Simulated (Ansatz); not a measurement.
Space group P6_3/mmc (No. 194). a = 3.840 Å, b = 3.840 Å, c = 12.625 Å, α = 90.00°, β = 90.00°, γ = 120.00°
```
atom site symmetry x y z
  Si    4e       3m.  0.0000  0.0000  0.4068
  Si    4f       3m.  0.3333  0.6667  0.3441
```

Equation of state of this Si structure (not necessarily the ground state), with shape and atoms relaxed at each volume where symmetry leaves them free. Theory: DFT r2SCAN, scalar-relativistic, plane waves, PAW (Ansatz 0.2.0).

Plane waves to 500 eV, a k mesh through Γ of 12×12×2 on the computed 8-atom cell and Gaussian smearing (0.02 eV); no spin polarisation.

| V (Å³/atom) | E − E(largest V) (meV/atom) | P (GPa) | gap on mesh (eV) |
| --- | --- | --- | --- |
| 18.945 | 4.50 | 6.81 | 0.64 |
| 19.549 | -14.10 | 3.14 | 0.71 |
| 20.154 | -19.86 | -0.01 | 0.77 |
| 20.758 | -14.63 | -2.70 | 0.82 |
| 21.363 | 0.00 | -4.99 | 0.86 |

Task: Fit a third-order Birch–Murnaghan equation to E(V).

Result: V0 = 20.15 Å³/atom, B0 = 97 GPa, B0' = 4.2.

This form isn't the element's structure at ambient conditions.

Cost: 5 runs of about 6.9 core-minutes in all, on Intel Xeon Platinum 8259CL (Skylake/Cascade Lake) (shared hosts).